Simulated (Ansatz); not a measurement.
The elements of this relaxed trial crystal are hidden behind letters.

```
lattice vectors (Å)
   4.6167    0.0000    0.0000
   0.0000    4.6167    0.0000
   0.0000    0.0000   13.0296
fractional positions
X 0.5000 0.0000 0.8707
X 0.0000 0.5000 0.1293
X 0.5000 0.0000 0.3873
X 0.0000 0.5000 0.6127
Z 0.0000 0.0000 0.0000
Z 0.5000 0.5000 0.2582
Z 0.5000 0.5000 0.7418
Q 0.0000 0.0000 0.5000
```

Method: Ansatz 0.2.0, DFT PBE, scalar-relativistic, plane waves, PAW. Cutoff 420 eV, Γ-centred 8×8×4 mesh (8-atom cell), Gaussian smearing of 0.10 eV, no spin polarisation.

```
Space group                              : P-4m2 (No. 115)
Conventional cell                        : a = 4.617 Å, c = 13.030 Å
Volume per atom                          : 34.71 Å³
Density                                  : 5.38 g/cm³
Formation energy                         : −0.14 eV/atom
Gap on the 8×8×4 mesh of the 8-atom cell : 0 eV (the bands meet within 0.015 eV)
```

Energies are uncorrected and count from the elements' standard states at the same level.

Q: X is a p-block element of period 5, Z is a p-block element of period 5 and Q is a p-block element of period 4. Which elements are they?

A: X = In, Z = Sb, Q = As, so the formula is In4Sb3As. Density times volume gives a mean mass of 5.38 × 34.71/1.6605 = 112.5 u per atom, and this set has 112.4 u. In on its first site is surrounded by 4 Sb at 2.85–2.86 Å; Sb on a site of symmetry -4m2 has 4 In at 2.86 Å; around As lie 4 In at 2.74 Å; 2 more sites not described. Other sets within the hints have nearly the same mass, so mass alone doesn't settle it; this one was computed.

These runs have no spin–orbit coupling, which can matter for Sb. The zero gap may come from the functional, which often closes small gaps. Symmetry constrained the relaxation, so the result can be a saddle point.
